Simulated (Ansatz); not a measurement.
Single point in Ansatz 0.2.0 with r2SCAN, no spin polarisation. Cutoff 500 eV, PAW datasets, 7×7×8 Γ-centred k mesh, fermi-dirac filling (width 0.1 eV).

Computed maps in the lattice plane spanned by a (left to right, 5.21 Å, 16 points from zero) and b (bottom to top, 5.21 Å, 16 points from zero), 120° apart, at height 0.264 along c. The fields are smooth PAW ones with compensation charges, not the true ones near nuclei.

Valence density. Digits on a logarithmic scale: 0 up to 0.03 e/Å³, each further digit a factor of 1.6, 9 from 1.3 e/Å³ up:
```
5444444554444445
4433457775433445
4434699996434455
5446999996445676
4459999995446886
4479999974457975
4579999754467764
4579997544455544
4456654444444444
4444444444333444
4433445654334565
5434567754345776
4444689754457986
4445787644467875
5555665444456655
5544544444445445
```

ELF. Ten even steps from '0' (0.05) to '9' (1.00):
```
1112100000012111
1110002320001111
4200267762002455
6102788872016999
6006888860069999
3027888720389998
1037887301599995
1026762013578753
1002200132233223
3000003552101255
6100168973003798
6212699983138999
4114999972279999
1115999952599995
1115998533589951
1114663111366411
```

Task: The cell is Lu$_{2}$ZnH$_{6}$. Which atoms lie within 0.2 Å of this plane, and where (fractions of a and b)?

Result: Lu at (0.33, 0.67), H at (0.82, 0.18), H at (0.82, 0.64), H at (0.36, 0.18). The whole cell:
```xyz
9
Lattice="5.2150 0.0000 0.0000 -2.6075 4.5163 0.0000 0.0000 0.0000 3.8835" Properties=species:S:1:pos:R:3 pbc="T T T"
Lu   -0.0003    3.0110    1.0256
Lu    2.6078    1.5053    2.8579
Zn    0.0000    0.0000    0.0000
H     3.8234    0.8035    0.9437
H     2.6075    2.9094    0.9437
H     1.3916    0.8035    0.9437
H    -1.2159    3.7129    2.9398
H     1.2159    3.7129    2.9398
H     0.0000    1.6069    2.9398
```

Origin: a known structure type with other elements, at an estimated volume, so it need not be a known compound.
